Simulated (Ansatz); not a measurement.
NbPO5:
```
CELL_PARAMETERS angstrom
      6.44851     0.00000     0.00000
      0.00000     6.44851     0.00000
      0.00000     0.00000     4.07197
ATOMIC_POSITIONS crystal
  Nb 0.50000 0.00000 0.22144
  Nb 0.00000 0.50000 0.77856
  P  0.00000 0.00000 0.50000
  P  0.50000 0.50000 0.50000
  O  0.00000 0.80492 0.71636
  O  0.69508 0.50000 0.71636
  O  0.00000 0.19508 0.71636
  O  0.30492 0.50000 0.71636
  O  0.50000 0.69508 0.28364
  O  0.19508 0.00000 0.28364
  O  0.50000 0.30492 0.28364
  O  0.80492 0.00000 0.28364
  O  0.00000 0.50000 0.21300
  O  0.50000 0.00000 0.78700
```

This is the PBEsol-relaxed structure. x, y and z are the axes in which the lattice vectors are written.

### Question
All from plane-wave PAW PBEsol (Ansatz code), unless another level is named. Predict the Debye temperature from the elastic constants.

### Answer
554 K.

### Question
Give the elastic constants (relaxed ions, GPa).

### Answer
C11 = 307, C12 = 61.6, C13 = 55.1, C33 = 116, C44 = 39.8, C66 = 59.5.

Space group P4/nmm. The first step of the workflow began from a Materials Project structure, measured or hypothetical; the Crystallography Open Database files this formula in space group No. 129, but the cells were not matched. Whether it is the stable phase at ambient conditions was not checked. The PBEsol relaxation kept the symmetry of its start; whether a distortion lowers the energy is not shown. No spin polarisation was allowed.

Potentials: the later of the program's two PAW sets.
